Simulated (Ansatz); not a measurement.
Starting cell, GaN (wurtzite):

```xyz
8
Lattice="3.2184 0.0000 0.0000 -1.6092 2.7872 0.0000 0.0000 0.0000 10.4864" Properties=species:S:1:pos:R:3 pbc="T T T"
Ga     1.6092     0.9291     0.0051
Ga     1.6092     0.9291     5.2483
Ga     0.0000     1.8581     2.6267
Ga     0.0000     1.8581     7.8699
N      1.6092     0.9291     3.2730
N      1.6092     0.9291     8.5162
N      0.0000     1.8581     0.6514
N      0.0000     1.8581     5.8946
```

A phonon eigenvector at A = (0.0, 0.0, 0.5) is frozen into this cell: atom i moves by Q times the vector below, so Q is the largest atomic displacement, in Å. The cell is held. It is one choice among 4 degenerate patterns. (q is in reciprocal vectors of the primitive cell; the cell shown is doubled to hold the pattern.)

| atom | x | y | z |
|---|---|---|---|
| Ga1 | 0.000 | 0.083 | 0.000 |
| Ga2 | 0.000 | -0.083 | 0.000 |
| Ga3 | 0.000 | 1.000 | 0.000 |
| Ga4 | 0.000 | -1.000 | 0.000 |
| N5 | 0.000 | 0.883 | 0.000 |
| N6 | 0.000 | -0.883 | 0.000 |
| N7 | 0.000 | 0.153 | 0.000 |
| N8 | 0.000 | -0.153 | 0.000 |

All values below come from PBE (plane waves to 420 eV, PAW, scalar-relativistic; Ansatz, a first-principles code). k mesh 12×12×3 (Γ-centred), Fermi-Dirac smearing 0.05 eV. Energies are smeared free energies. GaN was relaxed with its symmetry unable to fall. ΔE is measured from the undisplaced structure.

```json
[
 {"Q (Å)": "-0.280", "ΔE (meV/cell)": "252.9"},
 {"Q (Å)": "-0.187", "ΔE (meV/cell)": "112.5"},
 {"Q (Å)": "-0.093", "ΔE (meV/cell)": "28.1"},
 {"Q (Å)": "0.000", "ΔE (meV/cell)": "0.0"},
 {"Q (Å)": "0.093", "ΔE (meV/cell)": "28.1"},
 {"Q (Å)": "0.187", "ΔE (meV/cell)": "112.5"},
 {"Q (Å)": "0.280", "ΔE (meV/cell)": "252.9"}
]
```

Task: Which DFPT wavenumber at A = (0.0, 0.0, 0.5) belongs to this mode?
A. 104 cm⁻¹
B. 527 cm⁻¹
C. 225 cm⁻¹
D. 676 cm⁻¹

Result: A, 104 cm⁻¹. The curvature of the scan gives 104 cm⁻¹

(For displaced atoms, the force is minus the slope of the energy, and its curvature is a force constant, which sets phonon frequencies.)
